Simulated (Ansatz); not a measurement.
One site varied: CsCl type compounds of Ru

Candidates compared on computed values. All rows share the structure (CsCl type) and keep Ru fixed, while the element on the remaining site is varied. Ratios to the reference expose how stiffness follows bond length.

RuAl serves as the reference.

Computed with Ansatz, a plane-wave PAW program. bond length, volume per atom: PBEsol, relaxed cell; bulk modulus, shear modulus: PBEsol, elastic tensor, Hill average; gap: PBEsol.

Definitions used: ln(d/d_ref), a natural logarithm; ln(K/K_ref), a natural logarithm; relative value = row/reference.

```
crystal                      shortest bond (Å)  V (Å³/atom)  K (GPa)  G (GPa)  gap (eV)  ln(d/d_ref)  ln(K/K_ref)  K (relative)
---------------------------  -----------------  -----------  -------  -------  --------  -----------  -----------  ------------
RuAl (CsCl type), reference              2.578        13.18      219      116      0.00        0.000        0.000          1.00
TiRu (CsCl type)                         2.638        14.13      234      115      0.00        0.023        0.066          1.07
HfRu (CsCl type)                         2.779        16.51      213      103      0.00        0.075       −0.028          0.97
ZrRu (CsCl type)                         2.799        16.89      198     83.7      0.00        0.082       −0.101          0.90
VRu (CsCl type)                          2.573        13.11      274     83.6      0.00       −0.002        0.224          1.25
```

Runs started from generated or typed cells of the structure named: RuAl. Not checked to be the ambient phase: TiRu (CsCl type); HfRu (CsCl type); ZrRu (CsCl type). No claim is made that these are known or stable phases: VRu (CsCl type). Magnetic states: VRu (CsCl type) ferromagnetic, as set for this run. No gap (0.00) means none at this level, which can close a small real gap. Spin–orbit coupling is left out unless named.

Worked for TiRu (CsCl type):

ln(d/d_ref): ln(2.638/2.578) = 0.023; ln(K/K_ref): ln(234/219) = 0.066; relative bulk modulus: 234/219 = 1.07.

By relative bulk modulus (highest first): VRu (CsCl type) (1.25 ± 0.063), TiRu (CsCl type) (1.07 ± 0.053) ≈ RuAl (1.00 ± 0.050) ≈ HfRu (CsCl type) (0.97 ± 0.049), ZrRu (CsCl type) (0.90 ± 0.045). The ± follows from allowances picked for this note (bulk modulus 5 %), carried to first order and added in quadrature, each row's own inputs moving alone; ≈ joins neighbours closer than their two ± added in quadrature. At the edge of that rule, so that a last digit could turn the call: RuAl and TiRu (CsCl type); HfRu (CsCl type) and ZrRu (CsCl type).

A straight line through the two logarithms has slope −2.3 (r² = 0.57). The scatter is too large to call it a power law.

Members need not be the stable phase of their formula. Rows are a sample of the computed members of this series, without regard to agreement with measurement. Limits of the draw: no layered crystals, gaps over 0.2 eV where gaps are compared; for moduli and speeds, an anisotropy index under 2.5, no layered crystals. As a rule kept out of such tables: 4f compounds, open-shell compounds run without a Hubbard term, cells found unstable in the tests at hand, cells close to a higher symmetry, and runs set to a pressure or over 12 % in volume from the crystal's fullest run.
